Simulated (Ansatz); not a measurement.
InSb:
```
InSb
1.0
    0.00000     3.04420     3.04420
    3.04420     0.00000     3.04420
    3.04420     3.04420     0.00000
In Sb
1 1
Direct
  0.00000   0.00000   0.00000
  0.50000   0.50000   0.50000
```

Relaxed with r²SCAN. Special points in fractions of this cell's reciprocal vectors: Γ (0.000, 0.000, 0.000); X (0.500, 0.000, 0.500); U (0.625, 0.250, 0.625); K (0.375, 0.375, 0.750); L (0.500, 0.500, 0.500); W (0.500, 0.250, 0.750).

Question: List the band energies nearest the Fermi level at these points for DFT-r²SCAN in the program Ansatz with PAW potentials.

Answer: In eV from the Fermi level; about four levels below and three above (degenerate sets whole), none deeper than 8.9 eV; points with the same levels are listed once.

```
k                    below                above
-  -----------------------  -------------------
Γ        -0.07 -0.07 -0.07  0.14 6.58 6.58 6.58
X  -4.67 -3.23 -2.26 -2.26       3.60 9.00 9.00
U  -5.31 -4.16 -1.62 -0.28       5.48 6.38 7.50
L                    -6.69       0.36 0.36 2.68
W  -8.63 -5.07 -3.70 -3.70  2.18 3.72 6.78 6.78
```

Space group Fm-3m (rock salt). The first step of the workflow began from a Materials Project structure, measured or hypothetical; the Crystallography Open Database copy checked does not list it. It is not the phase usual at ambient conditions (space group No. 216). The cell was relaxed with r²SCAN under the symmetry of its start; its stability against distortions is not shown here. Scalar-relativistic: spin–orbit coupling is off unless named, which matters more the heavier the elements.

Potentials: the later of the program's two PAW sets.
